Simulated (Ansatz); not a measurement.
BAs (zinc blende, F-43m), a = b = c = 4.782 Å, α = β = γ = 90.00°; the cell used has 2 atoms.

Relaxed with r²SCAN. DFT-r²SCAN in the program Ansatz with PAW potentials gives a gap of 1.37 eV.

What gap does HSE06 give on the same cell (Ansatz, PAW)?

1.83 eV, 0.46 eV more. The hybrid was solved on a coarser mesh and at special points; its gap is the smallest among all of these.

```json
[
 {"k": "Γ", "v1 r²SCAN": "0.00", "c1 r²SCAN": "3.44", "v1 HSE06": "[?]", "c1 HSE06": "[?]"},
 {"k": "X", "v1 r²SCAN": "-4.30", "c1 r²SCAN": "1.61", "v1 HSE06": "[?]", "c1 HSE06": "[?]"},
 {"k": "L", "v1 r²SCAN": "-1.93", "c1 r²SCAN": "2.94", "v1 HSE06": "[?]", "c1 HSE06": "[?]"},
 {"k": "W", "v1 r²SCAN": "-5.41", "c1 r²SCAN": "5.70", "v1 HSE06": "[?]", "c1 HSE06": "[?]"},
 {"k": "K", "v1 r²SCAN": "-3.68", "c1 r²SCAN": "2.28", "v1 HSE06": "-3.80", "c1 HSE06": "2.75"}
]
```

Top valence (v1) and lowest conduction level (c1) in eV from each method's valence maximum (which need not be a listed point): supply the withheld HSE06 values.


- X, v1 HSE06: -4.46
- X, c1 HSE06: 2.07
- Γ, v1 HSE06: 0.00
- Γ, c1 HSE06: 4.11
- L, v1 HSE06: -1.99
- L, c1 HSE06: 3.53
- W, v1 HSE06: -5.64
- W, c1 HSE06: 6.18

Cost on shared cores: the r²SCAN run (SCF on a 10×10×10 mesh, then bands and DOS) very roughly 12 core-seconds, the HSE06 run (SCF on 7×7×7, then a few points) around 40 core-seconds (rough); the tasks are unlike.

Symmetry was held in the r²SCAN relaxation; phonons on a q-mesh show no instability. Scalar-relativistic: spin–orbit coupling is off unless named, which matters more the heavier the elements.

Potentials: the earlier of the program's two PAW sets.
